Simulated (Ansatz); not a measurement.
## In3B4: reading a single point

```xyz
7
Lattice="0.0000 0.0000 3.5338 3.5745 0.0000 0.0000 1.7873 7.7931 -1.7669" Properties=species:S:1:pos:R:3 pbc="T T T"
In    3.5745    2.9006    0.0000
In    1.7873    4.8925    1.7669
B     3.5745    5.6219    0.0000
B     1.7873    2.1711    1.7669
In    0.0000    0.0000    1.7669
B     3.5745    6.7815    1.7669
B     1.7873    1.0115    0.0000
```

The numbers come from plane-wave PAW DFT (Ansatz): r2SCAN, no spin polarisation, 500 eV, 7×7×7 Γ-centred k points, fermi-dirac occupations (width 0.1 eV). Nothing was relaxed.

**Question.** What does the stress say?

**Answer.** The pressure is -7.1 GPa (compression positive), so with the atoms held at these fractions the cell would first shrink; the forces are large, so a full relaxation may end otherwise. The principal stresses -18.7, -13.8, 11.2 GPa differ, so its shape would change too.

**Question.** Is it stable against the elements?

**Answer.** 0.97 eV an atom against the elements' usual phases (free molecules for gases, crystals otherwise, with no correction for O₂ or N₂), so at this geometry it isn't bound against them. Relaxing would lower it.

**Question.** Is there a gap?

**Answer.** It is a metal, with about 2 states/eV a cell as the mean within 0.25 eV of the Fermi level, mostly B p (35 %), In s (28 %) and B s (17 %).

**Question.** Give the Bader charges.

**Answer.** Bader charges in e: In +0.73 to +0.93, B -0.70 to -0.50. In the mean In gives up most and B takes most.

Origin: a known structure type with other elements, at an estimated volume, so it need not be a known compound.
